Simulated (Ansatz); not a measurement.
**SrCo$_{2}$As$_{2}$: reading a single point**

```
CELL_PARAMETERS angstrom
0.00000 3.85323 0.00000
3.85323 0.00000 0.00000
1.92662 1.92662 -5.89563
ATOMIC_POSITIONS crystal
As 0.35250 0.35250 0.29500
As 0.64750 0.64750 0.70500
Sr 0.00000 0.00000 0.00000
Co 0.75000 0.25000 0.50000
Co 0.25000 0.75000 0.50000
```

The numbers come from plane-wave PAW DFT (Ansatz): PBEsol, no spin polarisation, 420 eV, 9×9×9 Γ-centred k points, fermi-dirac occupations (width 0.1 eV). Nothing was relaxed.

Q: Give the Bader charges.

A: Bader charges in e: Sr +1.32, Co -0.02, As -0.64. In the mean Sr gives up most and As takes most.

Q: Where is the largest force?

A: The largest is on As1 (and as large on other atoms): 0.64 eV/Å, components (0.00, 0.00, 0.64). It makes 122° with the line to a nearest neighbour, Co4 at 2.27 Å.

Q: What does the stress say?

A: The pressure is 1.3 GPa (compression positive), so with the atoms held at these fractions the cell would first expand.

Q: What do density and ELF say about some of the short contacts?

A: As–Co at 2.27 Å: least valence density 0.58 e/Å³ and ELF 0.43 there. Sr–As at 3.23 Å: least valence density 0.12 e/Å³ and ELF 0.10 there. Sr–Co at 3.52 Å: least valence density 0.08 e/Å³ and ELF 0.08 there. Both are smooth PAW fields, read partly inside the augmentation spheres.

Q: Metal or insulator?

A: It is a metal, with about 4.7 states/eV a cell as the mean within 0.25 eV of the Fermi level, mostly Co d (64 %) and As p (21 %).

Origin: a known structure type with other elements, at an estimated volume, so it need not be a known compound. Caveats: no spin polarisation, so a magnetic state may lie lower.
